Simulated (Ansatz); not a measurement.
GdPd₂, a known structure type with other elements, at an estimated volume

```xyz
3
Lattice="0.0000 4.1414 0.0000 4.1414 0.0000 0.0000 2.0707 2.0707 -4.8736" Properties=species:S:1:pos:R:3 pbc="T T T"
Gd    0.0000    0.0000    0.0000
Pd    2.0707    4.1414   -2.4368
Pd    4.1414    2.0707   -2.4368
```

Method: PBE, spin-orbit coupling; PAW, plane waves to 420 eV, 5×5×5 Γ-centred mesh, fermi-dirac occupations (width 0.1 eV) (Ansatz 0.2.0), atoms fixed.

Magnetic state (reached from a saved solution, and it need not be the lowest): Gd1 along (0.00, 0.00, -1.00).

(1) Metal or insulator?

(2) Is the cell too large or too small?

(3) How is the charge shared?

(4) How large are the moments?

Origin: a known structure type with other elements, at an estimated volume, so it need not be a known compound. Caveats: the k mesh is coarse if the cell is a metal; atoms or cell far from equilibrium; the SCF threshold is loose for a stress; f shells without a U or exact exchange are poorly placed.

Results:

(1) It is a metal, with about 3.1 states/eV a cell as the mean within 0.25 eV of the Fermi level, mostly Gd d (31 %), Gd f (28 %) and Pd d (17 %).

(2) The pressure is -11.4 GPa (compression positive), so with the atoms held at these fractions the cell would first shrink. The principal stresses -14.3, -9.9, -9.9 GPa differ, so its shape would change too.

(3) Bader charges in e: Gd +1.49, Pd -0.74. In the mean Gd gives up most and Pd takes most.

(4) Gd1 6.96 μB of spin moment in Bader basins; net size 7.08 μB a cell.
